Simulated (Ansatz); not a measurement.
CsCdCl₃ (cubic perovskite)

```yaml
crystal:
  lattice:
    - [5.25786, 0.00000, 0.00000]
    - [0.00000, 5.25786, 0.00000]
    - [0.00000, 0.00000, 5.25786]
  atoms:
    - { symbol: Cs, position: [0.00000, 0.00000, 0.00000] }
    - { symbol: Cd, position: [0.50000, 0.50000, 0.50000] }
    - { symbol: Cl, position: [0.00000, 0.50000, 0.50000] }
    - { symbol: Cl, position: [0.50000, 0.00000, 0.50000] }
    - { symbol: Cl, position: [0.50000, 0.50000, 0.00000] }
```

The slice is a {100} plane (indices of the conventional cell) through the point (0.000, 0.500, 0.500) (fractional), spanned by u = [100] and v = [010] in vectors of this cell: u (5.26 Å) and v (5.26 Å, at 90° to u). It covers one period; positions are fractions (u, v).

Method: r2SCAN (plane waves to 500 eV, PAW, scalar-relativistic; Ansatz, a first-principles code). k mesh 6×6×6. Near the nuclei the fields are pseudised (PAW); where an atom keeps semicore shells as valence, they peak there. CsCdCl3 was relaxed with its symmetry unable to fall.

### Question
Sketch the valence electron density on this plane as a map.

### Answer
```
|+*###**+++*#%%@@@@@%%#*+++**###*|
|*####**+++**#%@@@@@%#**+++**####|
|####**+++++*#%%%@%%%#*+++++**###|
|###***++==++*##%%%##*++==++***##|
|*****++====++**###**++====++****|
|***+++======++*****++======+++**|
|+++++========+++++++========++++|
|+======--====+++++++====--======|
|====-----===+++++++++===-----===|
|--------===+++*****+++===-------|
|--------==++*********++==-------|
|:::::---=++***#####***++=---::::|
|:::::--==++**#######**++==--::::|
|:::::--==+**####*####**+==--::::|
|.::::--==+**###*=*###**+==--::::|
|..:::--=++**##*+ +*##**++=--:::.|
|.::::--==+**###*=*###**+==--::::|
|:::::--==+**####*####**+==--::::|
|:::::--==++**#######**++==--::::|
|:::::---=++***#####***++=---::::|
|--------==++*********++==-------|
|--------===+++*****+++===-------|
|====-----===+++++++++===-----===|
|+======--====+++++++====--======|
|+++++========+++++++========++++|
|***+++======++*****++======+++**|
|*****++====++**###**++====++****|
|###***++==++*##%%%##*++==++***##|
|####**+++++*#%%%@%%%#*+++++**###|
|*####**+++**#%@@@@@%#**+++**####|
|+*###**+++*#%%@@@@@%%#*+++**###*|
| =*##**+++*#%@@@@@@@%#*+++**##*=|
```
Scale: ten equal steps from -3.00 (start of ' ') to 1.42 (end of '@'), in the order ' .:-=+*#%@'. Values: log₁₀ of the valence density in e/Å³. The map has 32 points along u (one character each, u = 0 at the left) and 32 along v (v = 0 in the bottom row). The scale is logarithmic, as a density can span decades between atoms and voids; values under 0.001 e/Å³ are set to 0.001.
